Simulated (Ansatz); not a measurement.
# Does relaxation matter for the field gradients of SiO2 with boron replacing Si?

Start: a supercell of SiO2 (cristobalite type, P4_12_12) built from an entry of the Crystallography Open Database (COD), with all atoms left at the host's positions.

```cif
data_Si15BO32
_symmetry_space_group_name_H-M 'C2'
_symmetry_Int_Tables_number 5
_cell_length_a 13.9260
_cell_length_b 14.0912
_cell_length_c 9.9058
_cell_angle_alpha 90.000
_cell_angle_beta 134.662
_cell_angle_gamma 90.000
loop_
_atom_site_label
_atom_site_type_symbol
_atom_site_symmetry_multiplicity
_atom_site_Wyckoff_symbol
_atom_site_fract_x
_atom_site_fract_y
_atom_site_fract_z
B B 2 a 0.0000 0.8505 0.0000
Si2 Si 2 a 0.5000 0.8505 0.0000
Si3 Si 4 c 0.7500 0.6005 0.5000
Si5 Si 4 c 0.9755 0.7500 0.7010
Si6 Si 4 c 0.4755 0.7500 0.7010
Si7 Si 4 c 0.2255 0.0000 0.2010
Si8 Si 4 c 0.7255 0.0000 0.2010
Si9 Si 4 c 0.2500 0.6495 0.0000
Si11 Si 2 b 0.5000 0.8995 0.5000
Si12 Si 2 b 0.0000 0.8995 0.5000
O17 O 4 c 0.1232 0.9142 0.0682
O18 O 4 c 0.6232 0.9142 0.0682
O19 O 4 c 0.8732 0.6642 0.5682
O20 O 4 c 0.3732 0.6642 0.5682
O21 O 4 c 0.1282 0.7159 0.8283
O22 O 4 c 0.6282 0.7159 0.8283
O23 O 4 c 0.3782 0.9659 0.3283
O24 O 4 c 0.8782 0.9659 0.3283
O25 O 4 c 0.3050 0.5858 0.9318
O26 O 4 c 0.8050 0.5858 0.9318
O27 O 4 c 0.5550 0.8358 0.4318
O28 O 4 c 0.0550 0.8358 0.4318
O29 O 4 c 0.5499 0.7841 0.1717
O30 O 4 c 0.0499 0.7841 0.1717
O31 O 4 c 0.2999 0.5341 0.6717
O32 O 4 c 0.7999 0.5341 0.6717
```

One atom of each set is listed; the run and its k-mesh use a cell of 48 atoms with edges of 9.91, 9.91, 9.91 Å.

Method: Kohn–Sham DFT in Ansatz, PBE, plane waves and PAW, scalar-relativistic, 420 eV cutoff, Γ-centred 3×3×3 k-points, Fermi–Dirac smearing 0.01 eV, cell charge -1.

The largest force at the start is 2.9 eV/Å. Relaxing the ions at fixed cell moves them by 0.232 Å at most (atom 41, O) and 0.129 Å rms.

```json
{"site": "B", "moved (Å)": "0.120", "first shell before": "4 O at 1.60–1.61 Å", "first shell after": "4 O at 1.48 Å", "V_zz before (10²¹ V/m²)": "0.066", "η before": "0.75"}
{"site": "Si2", "moved (Å)": "0.156", "first shell before": "4 O at 1.60–1.61 Å", "first shell after": "4 O at 1.62–1.63 Å", "V_zz before (10²¹ V/m²)": "-0.26", "η before": "0.62"}
{"site": "Si3", "moved (Å)": "0.090", "first shell before": "4 O at 1.60–1.61 Å", "first shell after": "4 O at 1.61–1.63 Å", "V_zz before (10²¹ V/m²)": "-0.40", "η before": "0.88"}
{"site": "Si5", "moved (Å)": "0.221", "first shell before": "4 O at 1.60–1.61 Å", "first shell after": "4 O at 1.59–1.64 Å", "V_zz before (10²¹ V/m²)": "-0.78", "η before": "0.16"}
{"site": "Si6", "moved (Å)": "0.110", "first shell before": "4 O at 1.60–1.61 Å", "first shell after": "4 O at 1.62–1.63 Å", "V_zz before (10²¹ V/m²)": "-0.30", "η before": "0.83"}
{"site": "Si7", "moved (Å)": "0.074", "first shell before": "4 O at 1.60–1.61 Å", "first shell after": "4 O at 1.59–1.64 Å", "V_zz before (10²¹ V/m²)": "-1.09", "η before": "0.21"}
{"site": "Si11", "moved (Å)": "0.002", "first shell before": "4 O at 1.60–1.61 Å", "first shell after": "4 O at 1.62–1.63 Å", "V_zz before (10²¹ V/m²)": "-0.38", "η before": "0.83"}
{"site": "Si12", "moved (Å)": "0.037", "first shell before": "4 O at 1.60–1.61 Å", "first shell after": "4 O at 1.62–1.63 Å", "V_zz before (10²¹ V/m²)": "0.24", "η before": "0.91"}
{"site": "O17", "moved (Å)": "0.132", "first shell before": "1 B at 1.60 Å, 1 Si at 1.61 Å, angle 147°", "first shell after": "1 B at 1.48 Å, 1 Si at 1.59 Å, angle 145°", "V_zz before (10²¹ V/m²)": "12.31", "η before": "0.15"}
{"site": "O20", "moved (Å)": "0.158", "first shell before": "2 Si at 1.60–1.61 Å, angle 147°", "first shell after": "2 Si at 1.62–1.63 Å, angle 141°", "V_zz before (10²¹ V/m²)": "9.24", "η before": "0.17"}
{"site": "O21", "moved (Å)": "0.148", "first shell before": "2 Si at 1.60–1.61 Å, angle 147°", "first shell after": "2 Si at 1.62–1.64 Å, angle 144°", "V_zz before (10²¹ V/m²)": "9.24", "η before": "0.16"}
{"site": "O28", "moved (Å)": "0.075", "first shell before": "2 Si at 1.60–1.61 Å, angle 147°", "first shell after": "2 Si at 1.62–1.64 Å, angle 147°", "V_zz before (10²¹ V/m²)": "9.03", "η before": "0.17"}
{"site": "O30", "moved (Å)": "0.232", "first shell before": "1 Si at 1.60 Å, 1 B at 1.61 Å, angle 147°", "first shell after": "1 B at 1.48 Å, 1 Si at 1.59 Å, angle 144°", "V_zz before (10²¹ V/m²)": "12.14", "η before": "0.14"}
{"site": "O31", "moved (Å)": "0.073", "first shell before": "2 Si at 1.60–1.61 Å, angle 147°", "first shell after": "2 Si at 1.62–1.63 Å, angle 151°", "V_zz before (10²¹ V/m²)": "8.99", "η before": "0.12"}
```

Question: What are V_zz and η after the relaxation?

Answer: 

| site | V_zz after | η after | change of V_zz |
| --- | --- | --- | --- |
| B | 0.071 | 0.57 | 0.00 |
| Si2 | 0.50 | 0.90 | – |
| Si3 | -0.68 | 0.85 | – |
| Si5 | -2.53 | 0.18 | -1.75 |
| Si6 | 0.62 | 0.72 | – |
| Si7 | -2.74 | 0.17 | -1.65 |
| Si11 | -1.05 | 0.37 | -0.67 |
| Si12 | -0.73 | 0.38 | – |
| O17 | 10.99 | 0.20 | -1.32 |
| O20 | 9.32 | 0.27 | +0.08 |
| O21 | 9.56 | 0.22 | +0.32 |
| O28 | 9.68 | 0.18 | +0.65 |
| O30 | 10.82 | 0.16 | -1.32 |
| O31 | 9.93 | 0.09 | +0.94 |

The largest change of V_zz along a kept axis is on Si5, from -0.78 to -2.53. Where |V_zz| stays above 0.1 and the axes keep their order, η moves most on Si11, from 0.83 to 0.37. On Si3, Si6, Si2, Si12 the largest principal value lies along another axis in the second run, so the two V_zz can't be compared directly. The table leaves out 12 of the 26 sites, with |V_zz| up to 9.76; their tensors move by 1.70 at most along any direction. The statements above cover all sites. The host's own positions weren't relaxed first, so part of the change far from the defect can be the host's relaxation.

The defect repeats with the cell of 48 atoms, so it feels its images: sites between two images don't show the values beside a lone defect, and zeros or small values of η there can come from the images' arrangement. O and Si carry a gradient in the pure host already, so the values there aren't the defect's effect alone. A uniform background compensates the cell's charge.
Before: The neighbours have not yet relaxed around the defect (largest force 2.9 eV/Å), so a real crystal will differ.
After: The relaxation keeps the site symmetry 2 of the start, so the impurity can move only along its axis; a start off the site could end lower.
